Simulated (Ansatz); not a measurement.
Ge in space group Fmmm (No. 69; Ge on 8i, Ge on 8h) under volume change, r²SCAN (plane waves, PAW; program Ansatz), shape and atoms relaxed at each volume.

```
V (Å³/atom)  E − E(relaxed) (meV/atom)  P (GPa)
-----------  -------------------------  -------
17.101                            41.9     8.75
17.664                            17.4     5.30
18.228                             4.1     2.39
18.792                             0.0     0.00
19.356                             3.5    -1.94
19.919                            13.1    -3.48
20.483                            28.0    -4.89
```

Task: What does a third-order Birch–Murnaghan fit give for V₀, B₀ and B′?

Result: V₀ = 18.80 Å³/atom, B₀ = 71.5 GPa, B′ = 5.4.

The first step of the workflow began from a Materials Project structure, measured or hypothetical; the Crystallography Open Database copy checked does not list it. It is not the phase usual at ambient conditions (space group No. 227). Symmetry was held in the r²SCAN relaxation; phonons show weakly imaginary modes.

Potentials: the later of the program's two PAW sets.
